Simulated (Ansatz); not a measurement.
Ta₃Sb:
```cif
data_Sb2Ta6
_chemical_formula_sum 'Ta6 Sb2'
_space_group_name_H-M_alt 'P 1'
_space_group_IT_number 1
_cell_length_a 5.23906
_cell_length_b 5.23906
_cell_length_c 5.23906
_cell_angle_alpha 90.000
_cell_angle_beta 90.000
_cell_angle_gamma 90.000
loop_
_space_group_symop_operation_xyz
  'x, y, z'
loop_
_atom_site_label
_atom_site_type_symbol
_atom_site_fract_x
_atom_site_fract_y
_atom_site_fract_z
_atom_site_occupancy
Ta1 Ta 0.25000 0.00000 0.50000 1
Ta2 Ta 0.75000 0.00000 0.50000 1
Ta3 Ta 0.50000 0.75000 0.00000 1
Ta4 Ta 0.50000 0.25000 0.00000 1
Ta5 Ta 0.00000 0.50000 0.75000 1
Ta6 Ta 0.00000 0.50000 0.25000 1
Sb1 Sb 0.00000 0.00000 0.00000 1
Sb2 Sb 0.50000 0.50000 0.50000 1
```

Relaxed with PBEsol.

**Question.** Which orbitals make up the states near the Fermi level in PBEsol in the plane-wave PAW code Ansatz?

**Answer.** Within 0.5 eV of the Fermi level: Ta 5d 89 %. Projections are on Löwdin-orthogonalised atomic valence shells; empty p or d shells of many metals are not among them.

**Question.** Tabulate the density of states.

**Answer.** States/eV per cell of 8 atoms, in 0.25 eV bins, energy from the Fermi level.

| E (eV) | total | Ta 5d | Sb 5p | Ta 6s |
|---|---|---|---|---|
| -7.85 | 0.00 | 0.00 | 0.00 | 0.00 |
| -7.60 | 0.00 | 0.00 | 0.00 | 0.00 |
| -7.35 | 0.00 | 0.00 | 0.00 | 0.00 |
| -7.10 | 0.00 | 0.00 | 0.00 | 0.00 |
| -6.85 | 0.39 | 0.08 | 0.15 | 0.14 |
| -6.60 | 1.97 | 0.40 | 0.76 | 0.69 |
| -6.35 | 6.34 | 1.55 | 2.35 | 1.98 |
| -6.10 | 3.94 | 1.02 | 1.48 | 1.15 |
| -5.85 | 1.79 | 0.51 | 0.69 | 0.47 |
| -5.60 | 1.11 | 0.35 | 0.44 | 0.25 |
| -5.35 | 1.88 | 0.59 | 0.80 | 0.41 |
| -5.10 | 5.02 | 1.93 | 2.13 | 0.79 |
| -4.85 | 5.71 | 2.43 | 2.41 | 0.69 |
| -4.60 | 5.02 | 2.33 | 2.14 | 0.42 |
| -4.35 | 5.26 | 2.43 | 2.45 | 0.25 |
| -4.10 | 6.19 | 2.72 | 3.18 | 0.13 |
| -3.85 | 3.70 | 1.76 | 1.76 | 0.11 |
| -3.60 | 0.83 | 0.64 | 0.05 | 0.12 |
| -3.35 | 2.04 | 1.55 | 0.12 | 0.33 |
| -3.10 | 3.21 | 2.43 | 0.22 | 0.49 |
| -2.85 | 5.04 | 3.86 | 0.37 | 0.66 |
| -2.60 | 6.86 | 5.43 | 0.52 | 0.68 |
| -2.35 | 8.75 | 7.38 | 0.45 | 0.54 |
| -2.10 | 10.28 | 8.69 | 0.81 | 0.36 |
| -1.85 | 5.46 | 4.71 | 0.31 | 0.25 |
| -1.60 | 7.54 | 6.59 | 0.32 | 0.36 |
| -1.35 | 4.94 | 4.05 | 0.27 | 0.31 |
| -1.10 | 8.98 | 7.55 | 0.57 | 0.27 |
| -0.85 | 9.71 | 8.23 | 0.50 | 0.41 |
| -0.60 | 9.65 | 8.17 | 0.47 | 0.43 |
| -0.35 | 9.42 | 8.23 | 0.29 | 0.37 |
| -0.10 | 3.14 | 2.90 | 0.06 | 0.03 |
| 0.15 | 1.96 | 1.79 | 0.05 | 0.01 |
| 0.40 | 2.75 | 2.44 | 0.09 | 0.03 |
| 0.65 | 3.63 | 3.16 | 0.14 | 0.05 |
| 0.90 | 4.12 | 3.51 | 0.20 | 0.09 |
| 1.15 | 4.67 | 3.84 | 0.23 | 0.18 |
| 1.40 | 4.15 | 3.41 | 0.18 | 0.20 |
| 1.65 | 5.54 | 4.25 | 0.25 | 0.40 |
| 1.90 | 4.71 | 3.70 | 0.21 | 0.29 |
| 2.15 | 5.67 | 4.44 | 0.39 | 0.29 |
| 2.40 | 6.46 | 5.09 | 0.35 | 0.36 |
| 2.65 | 6.74 | 5.62 | 0.24 | 0.33 |
| 2.90 | 11.72 | 9.41 | 0.35 | 0.86 |
| 3.15 | 9.07 | 7.53 | 0.27 | 0.55 |
| 3.40 | 7.21 | 5.93 | 0.23 | 0.47 |

Space group Pm-3n (A15 (Cr3Si type)). The workflow started from a Materials Project entry (that database holds measured and hypothetical structures alike); the Crystallography Open Database files this formula in space group No. 223, but the cells were not matched. Its standing as an ambient phase is unchecked. The cell was relaxed with PBEsol under the symmetry of its start; of distortions, only those at the zone centre were tested. No spin polarisation was allowed. Spin–orbit coupling is left out wherever it is not named.

Potentials: the later of the program's two PAW sets.
